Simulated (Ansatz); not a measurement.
Zr₂InN:
```xyz
8
Lattice="3.2918 0.0000 0.0000 -1.6459 2.8508 0.0000 0.0000 0.0000 14.8958" Properties=species:S:1:pos:R:3 pbc="T T T"
Zr     1.6459     0.9503    13.6451
Zr     0.0000     1.9005     1.2507
Zr     0.0000     1.9005     6.1972
Zr     1.6459     0.9503     8.6986
In     1.6459     0.9503     3.7239
In     0.0000     1.9005    11.1718
N      0.0000     0.0000     0.0000
N      0.0000     0.0000     7.4479
```

Relaxed with r²SCAN. Special points in fractions of this cell's reciprocal vectors: Γ (0.000, 0.000, 0.000); M (0.500, 0.000, 0.000); K (0.333, 0.333, 0.000); A (0.000, 0.000, 0.500); L (0.500, 0.000, 0.500); H (0.333, 0.333, 0.500).

Problem. List the band energies nearest the Fermi level at these points for DFT-r²SCAN with spin–orbit coupling in the program Ansatz with PAW potentials.

Solution. In eV from the Fermi level; about four levels below and three above (degenerate sets whole), none deeper than 8.9 eV; points with the same levels are listed once.

```csv
k,below,above
Γ,-2.43 -2.43 -0.66 -0.66,0.05 0.05 0.52 0.52
M,-1.49 -1.49 -1.35 -1.35,1.46 1.46 1.65 1.65
K,-1.36 -1.36 -0.59 -0.59,0.59 0.59 0.75 0.75
A,-0.22 -0.22 -0.22 -0.22,0.53 0.53 0.53 0.53
L,-1.42 -1.42 -1.42 -1.42,1.50 1.50 1.50 1.50
H,-0.07 -0.07 -0.03 -0.03,0.57 0.57 0.61 0.61
```

Space group P6_3/mmc. The first step of the workflow began from a Materials Project structure, measured or hypothetical; the Crystallography Open Database copy checked does not list it. Whether it is the stable phase at ambient conditions was not checked. The r²SCAN relaxation kept the symmetry of its start; its stability against distortions is not shown here. The run is not spin-polarised.

Potentials: the later of the program's two PAW sets.
